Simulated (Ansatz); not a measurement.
Trial structure of AlGa3As2, not yet relaxed:

```
CELL_PARAMETERS angstrom
2.72964 1.57596 4.62974
-2.72964 1.57596 4.62974
0.00000 -3.15191 4.62974
ATOMIC_POSITIONS crystal
Al 0.50000 0.50000 0.50000
Ga 0.00000 0.50000 0.50000
Ga 0.50000 0.00000 0.50000
Ga 0.50000 0.50000 0.00000
As 0.12462 0.12462 0.12462
As 0.87538 0.87538 0.87538
```

Level of theory: DFT PBE, scalar-relativistic, plane waves, PAW in Ansatz. Plane waves to 420 eV, a k mesh through Γ of 6×6×6 on the computed 6-atom cell and Gaussian smearing (0.10 eV); no spin polarisation.

Energies over the elements count from the elements' standard structures at the same level, with no fitted energy shifts.

Question: Estimate its pressure, forces and energy as it stands.

Answer: The pressure is -2.0 GPa (the mean over three directions, positive in compression), the largest force is 0.21 eV/Å, and the energy is +0.30 eV/atom against the elements. The shortest distance is 2.73 Å.

Question: Is it a good guess?

Answer: A fair one: relaxing gains under 0.1 eV/atom (the start's value is from the coarse mesh, so the gain is rough) in 15 ionic steps and ends at +0.26 eV/atom on the finer mesh. The symmetry stays R-3m (No. 166). The volume per atom grows by 1.7 %, from 19.9 to 20.3 Å³. The shortest distance goes from 2.73 Å (Ga–Ga) to 2.60 Å (Ga–Ga). The ratio c/a of the conventional cell changes by a factor of 1.18. Conventional cell: a = 5.200 Å, c = 15.575 Å. Around Al lie 6 Ga at 3.00 Å and 6 As at 3.00 Å; around Ga lie 4 Ga at 2.60 Å, 2 As at 2.95 Å, 2 Al at 3.00 Å and 4 As at 3.71 Å; around As lie 3 Ga at 2.95 Å, 3 Al at 3.00 Å, 3 As at 3.00 Å and 6 Ga at 3.71 Å.

The last run used a 12×12×12 mesh for its 6-atom cell and Gaussian smearing of 0.10 eV. The reference form of As is held partly by dispersion forces, which this level lacks. The relaxation can't lower the symmetry of the start, and the grade says only how near the guess is to its own end. Symmetry constrained the relaxation, so the result can be a saddle point. Another cell of AlGa3As2 relaxed alike, in R-3m, lies 0.34 eV/atom lower, so this cell isn't the stable form at this level.
